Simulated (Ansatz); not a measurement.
AlN in space group P6_3mc (No. 186; Pearson symbol hP12), the program Ansatz at the r²SCAN level (PAW). The conduction-band minimum lies at M, with 3 equivalent valleys. Second derivatives d²E/dk² of the lowest band at one valley (eV·Å²), along Cartesian directions:

```
direction  d²E/dk²
---------  -------
[100]        19.90
[010]        14.77
[001]        8.584
[110]        17.34
[101]        14.25
[011]        11.68
```

**Question.** Find the principal effective masses, the density-of-states mass and the conductivity mass.

**Answer.** Off-diagonal terms follow from H_xy = H[110] − (H_xx + H_yy)/2, and m*/mₑ = 7.620 eV·Å² over each eigenvalue: 0.38, 0.52, 0.89. One valley's DOS mass (m₁m₂m₃)^(1/3) = 0.56, conductivity mass 3/(Σ 1/mᵢ) = 0.53 mₑ.

**Question.** What effective density of states Nc follows at 300 K for parabolic valleys?

**Answer.** Nc = 2.509e19 × 3 × (0.56)^(3/2) ≈ 3.2e19 cm⁻³.

**Question.** With the computed static dielectric constant 8.06 (mean of the diagonal), estimate a hydrogenic donor's binding energy and radius.

**Answer.** E = 13.606 eV × 0.53/8.06² ≈ 110 meV; a = 0.529 Å × ε/m* ≈ 8.0 Å. Semilocal masses tend to be too small where the gap is.

The cell is a constructed one: a structure type filled with these elements. Its sites differ from those of the usual phase in this space group: another stacking or structure type. Symmetry was held in the r²SCAN relaxation; phonons on a q-mesh show no instability.

Potentials: the later of the program's two PAW sets.
